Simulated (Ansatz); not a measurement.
ZrHg (L1₀ or tetragonal B2, P4/mmm) at seven volumes, r²SCAN (plane waves, PAW; program Ansatz), shape and atoms relaxed at each. One row is withheld.

```
V (Å³/atom)  P (GPa)
-----------  -------
19.250         12.86
19.884          7.87
20.519          3.61
21.153          0.00
21.788         -3.06
22.423             ?
23.057         -7.80
```

Task: Fit the shown pressures and predict the withheld one.

Result: Third-order Birch–Murnaghan: P = (3/2)B₀(x^(7/2) − x^(5/2))[1 + (3/4)(B′ − 4)(x − 1)] with x = (V₀/V)^(2/3). Least squares on the six rows gives V₀ = 21.154 Å³/atom, B₀ = 110.1 GPa, B′ = 4.53. At V = 22.423, x = 0.9619 and P = -5.62 GPa. The run itself gave -5.63 GPa.

The workflow started from an entry of the Crystallography Open Database (COD). Whether it is the stable phase at ambient conditions was not checked. The r²SCAN relaxation kept the symmetry of its start; its stability against distortions is not shown here. No spin polarisation was allowed. Scalar-relativistic: spin–orbit coupling is off unless named, which matters more the heavier the elements.

Potentials: the later of the program's two PAW sets.
